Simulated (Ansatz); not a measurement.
## A plane-wave run on Cu$_{2}$NiS$_{4}$

Input file of Ansatz 0.2.0:

```yaml
crystal:
  lattice:
    - [0.0, 3.24159599, 0.0]
    - [3.65476374, -1.6207985, 5.10634968]
    - [2.82002088, 0.0, -5.10634968]
  atoms:
    - { symbol: Ni, position: [0.0, 0.0, 0.0] }
    - { symbol: S, position: [0.3622, 0.7244, 0.0228] }
    - { symbol: S, position: [0.6378, 0.2756, 0.9772] }
    - { symbol: S, position: [0.1045, 0.209, 0.4411] }
    - { symbol: S, position: [0.8955, 0.791, 0.5589] }
    - { symbol: Cu, position: [0.2569, 0.5138, 0.3095] }
    - { symbol: Cu, position: [0.7431, 0.4862, 0.6905] }
  symmetry: { tolerance: 0.0003 }
kpoints:
  mp_grid: { grid: [7, 7, 4], shift: [0, 0, 0] }
  band_path:
    path:
      - [0.0, 0.0, 0.0]
      - [-0.54088687, 0.27044343, 0.0]
      - [-0.45911313, -0.27044343, 0.0]
      - [0.0, -0.5, 0.0]
      - [0.0, 0.0, 0.0]
      - [0.0, -0.5, 0.5]
      - [-0.49700716, -0.25149642, 0.5]
      - [-0.50299284, 0.25149642, 0.5]
      - [0.0, 0.0, 0.5]
      - [0.0, 0.0, 0.0]
      - [-0.5, 0.0, 0.5]
    npoints: 6
magnetization:
  spin_polarized: false
scf:
  occupations: { method: fermi_dirac, width: 0.0166 }
  lower_state_search: "off"
  max_iter: 200
hamiltonian:
  pseudopotentials: { kind: paw }
  xc: pbesol
basis:
  ecutwfc: 420
  fft_grid_basis: typed
output:
  forces: true
  stress: true
  eigenvalues: true
  bader: true
  populations: true
  elf: true
  write_potential: true
  volumetric_format: npy
  dos:
    e_range: [-12, 8]
    de: 0.05
    projected: { site_lists: { Cu: [Cu], Ni: [Ni], S: [S] } }
checkpoint:
  read: saved_state
```

The saved state is an earlier solution for the same cell, perhaps on another mesh. 

Output (shortened):

```
SCF iter   1: F=—  Δρ=7.81e-3  dr2=7.53e-2
SCF iter   2: F=—  Δρ=2.66e-3  dr2=1.46e-2
SCF iter   3: F=—  Δρ=8.47e-4  dr2=2.08e-3
SCF iter   4: F=—  Δρ=4.32e-4  dr2=1.72e-4
SCF iter   5: F=—  Δρ=2.06e-4  dr2=3.67e-5
SCF iter   6: F=—  Δρ=4.41e-5  dr2=2.83e-6
SCF iter   7: F=—  Δρ=1.62e-5  dr2=3.87e-7
SCF iter   8: F=-22522.4966 eV  Δρ=6.62e-6  dr2=7.00e-8
Free energy (F): -22522.4966 eV
Harris-Foulkes:  -22522.4966 eV  (|F-HF|=1.99e-8)
Internal energy: -22522.4892 eV  (E = F + TS)
E sigma→0 (E₀):  -22522.4929 eV
Entropy (-TS):   -0.0074 eV (-1.057 meV/atom)
Fermi energy:    10.3063 eV
--- Per-component energies (eV) ---
  E_band       = -1310.9698
  E_kinetic    = 1298.9211
  E_local      = -16515.4150  (includes V_loc(G=0)·N_el)
  E_nonlocal   = 1540.7524
  E_hartree    = 7247.1756
  E_xc         = -642.6175
  E_vxc        = -683.9416  (∫ρ·V_xc dr)
  E_paw        = -7186.1315  (= ΣΔE_a)
  E_vpaw       = -1445.6458  (= ΣTr[D̂ρ^β])
  E_aug_tail   = 0.0010  (compensation charges beyond the density's cutoff)
  E_ewald      = -8266.0329
  E_core_change = 0.8575  (= ΣΔE_core)
  E_smearing   = -0.0074  (= −TS)
--- Forces (eV/Å), atoms counted from 1 ---
  atom   1  Ni     0.0000     0.0000     0.0000
  atom   2  S      0.0847     0.0000     0.7368
  atom   3  S     -0.0847     0.0000    -0.7368
  atom   4  S     -0.1939     0.0000     0.2606
  atom   5  S      0.1939     0.0000    -0.2606
  atom   6  Cu     0.0432     0.0000     0.5483
  atom   7  Cu    -0.0432     0.0000    -0.5483
--- Stress (GPa, compression-positive) ---
       -9.9110       0.0000      -1.8199
        0.0000      -2.4155       0.0000
       -1.8199       0.0000      -6.5116
  P = ⅓ Tr σ = -6.2794 GPa (-62.794 kbar)
--- Bader charges: 7 sites ---
  site symbol  charge [e]  shift [e]
     0     Ni      0.6034     0.0035
     1      S     -0.4696     0.0033
     2      S     -0.4696     0.0033
     3      S     -0.4371     0.0017
     4      S     -0.4371     0.0017
     5     Cu      0.6050     0.0032
     6     Cu      0.6050     0.0032
```

Origin: a known structure type with other elements, at an estimated volume, so it need not be a known compound. Caveats: no spin polarisation, so a magnetic state may lie lower.
